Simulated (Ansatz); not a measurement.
This cell of BP (zinc blende) is off equilibrium:

```
BP
1.0
    0.00000     2.25503     2.25503
    2.25503     0.00000     2.25503
    2.25503     2.25503     0.00000
P B
1 1
Direct
  0.75000   0.75000   0.75000
  0.00000   0.00000   0.00000
```

All values below come from PBE (plane waves to 420 eV, PAW, scalar-relativistic; Ansatz, a quantum-chemistry and plane-wave program). k mesh 12×12×12 (Γ-centred), Fermi-Dirac smearing 0.05 eV. E stands for the smeared free energy. Compression counts positive. BP was relaxed with its symmetry unable to fall. The PAW data are Ansatz's earlier set.

Task: Give the stress tensor in GPa and the pressure.

Result: 
```
    4.3      0.0      0.0
    0.0      4.3      0.0
    0.0      0.0      4.3
```
The pressure, a third of the trace, is 4.3 GPa.

Task: It is the relaxed cell scaled evenly to V/V₀ = 0.975, atoms relaxed where free. What is its energy relative to the relaxed cell?

Result: 3.9 meV/atom.

(A scan under strain: stresses follow from slopes of the energy per volume, elastic moduli from its curvatures.)
